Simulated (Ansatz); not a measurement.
Cells of BN relaxed with r2SCAN (plane waves to 500 eV, PAW, scalar-relativistic; Ansatz, a first-principles code), each with a space-group label. One label is wrong.

**A**, labelled P6₃mc (No. 186)
```xyz
8
Lattice="2.5480 0.0000 0.0000 -1.2740 2.2066 0.0000 0.0000 0.0000 8.3753" Properties=species:S:1:pos:R:3 pbc="T T T"
B      0.0000     0.0000     0.0027
B      0.0000     0.0000     4.1904
B      1.2740     0.7355     6.2901
B      0.0000     1.4711     2.1024
N      0.0000     0.0000     6.8152
N      0.0000     0.0000     2.6276
N      1.2740     0.7355     4.7135
N      0.0000     1.4711     0.5258
```

**B**, labelled F-43m (No. 216)
```xyz
2
Lattice="0.0000 1.8049 1.8049 1.8049 0.0000 1.8049 1.8049 1.8049 0.0000" Properties=species:S:1:pos:R:3 pbc="T T T"
N      0.9024     0.9024     0.9024
B      0.0000     0.0000     0.0000
```

**C**, labelled P6₂22 (No. 180)
```
CELL_PARAMETERS angstrom
      2.60009     0.00000     0.00000
     -1.30004     2.25174     0.00000
      0.00000     0.00000     5.82106
ATOMIC_POSITIONS crystal
  B  0.50000 0.00000 0.50000
  B  0.00000 0.50000 0.16667
  B  0.50000 0.50000 0.83333
  N  0.50000 0.00000 0.00000
  N  0.00000 0.50000 0.66667
  N  0.50000 0.50000 0.33333
```

**D**, labelled P6₃/mmc (No. 194)
```yaml
crystal:
  lattice:
    - [4.40272, 0.00000, 0.00000]
    - [0.00000, 4.40272, 0.00000]
    - [0.00000, 0.00000, 2.53891]
  atoms:
    - { symbol: B, position: [0.32582, 0.67418, 0.00000] }
    - { symbol: B, position: [0.82582, 0.82582, 0.50000] }
    - { symbol: B, position: [0.17418, 0.17418, 0.50000] }
    - { symbol: B, position: [0.67418, 0.32582, 0.00000] }
    - { symbol: N, position: [0.31228, 0.31228, 0.00000] }
    - { symbol: N, position: [0.81228, 0.18772, 0.50000] }
    - { symbol: N, position: [0.18772, 0.81228, 0.50000] }
    - { symbol: N, position: [0.68772, 0.68772, 0.00000] }
```

Problem. Which label is wrong, and what should it be (tolerance 0.01 Å)?

Solution. D: its symmetry is P4₂/mnm (No. 136), tP8, AFLOW prototype AB_tP8_136_g_f (as in BeO); a = 4.403 Å, b = 4.403 Å, c = 2.539 Å, α = 90.00°, β = 90.00°, γ = 90.00°.

Each run could gain symmetry but not lose that of its start, so entries can be saddle points. From databases, or of a type measured for this composition: F-43m, cF8, zinc blende type, non-magnetic; the others are generated cells (placed on structure types, drawn at random, substituted or restacked) that were not matched to a known phase here.

No spin polarisation in the result.
